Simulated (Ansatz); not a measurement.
Relaxed-ion elastic tensor of NiBi (NiAs type, space group No. 194) in GPa (Voigt order), the program Ansatz at the r²SCAN level (PAW); density 11.55 g/cm³, 19.24 Å³ per atom.

```
 151  73.5  79.4   0.0   0.0   0.0
73.5   151  79.4   0.0   0.0   0.0
79.4  79.4   146   0.0   0.0   0.0
 0.0   0.0   0.0  53.1   0.0   0.0
 0.0   0.0   0.0   0.0  53.1   0.0
 0.0   0.0   0.0   0.0   0.0  38.7
```

Question: Is the crystal mechanically stable?

Answer: Yes: the smallest eigenvalue of C is 38.7 GPa.

Question: Work out the Voigt, Reuss and Hill averages.

Answer: K_V = 101, K_R = 101, K_H = 101; G_V = 43.4, G_R = 41.8, G_H = 42.6 GPa.

Question: Give Young's modulus, Poisson's ratio, Pugh's ratio and the universal anisotropy index.

Answer: E = 9KG/(3K + G) = 112 GPa; ν = 0.32; K/G = 2.38 (ductile by the Pugh limit of 1.75); A_U = 5G_V/G_R + K_V/K_R − 6 = 0.18.

Question: Estimate the sound speeds and the Debye temperature.

Answer: v_l = √((K + 4G/3)/ρ) = 3700 m/s, v_t = √(G/ρ) = 1920 m/s, mean 2150 m/s; Θ = (h/k)(3n/4πV)^(1/3) v_m = 239 K.

Question: Solve the Christoffel equation for the three sound speeds along x, y, z.

Answer: Eigenvalues of C_ijkl n_j n_l equal ρv². In km/s, slowest first: x 1.83, 2.14, 3.61; y 1.83, 2.14, 3.61; z 2.14, 2.14, 3.56.

Question: How much does each axis shrink under pressure?

Answer: Linear compressibilities β_i = Σ_j S_ij (j = 1 to 3): x 3.3, y 3.3, z 3.2 per TPa.

Space group P6_3/mmc (NiAs type). The workflow started from a Materials Project entry (that database holds measured and hypothetical structures alike); the Crystallography Open Database copy checked does not list it. Its standing as an ambient phase is unchecked. The cell was relaxed with r²SCAN under the symmetry of its start; of distortions, only those at the zone centre were tested. No spin polarisation was allowed. As this level gives no gap, shear constants depend on the k-mesh and smearing (Fermi–Dirac, 0.1 eV here). Spin–orbit coupling is left out wherever it is not named.

Potentials: the later of the program's two PAW sets.
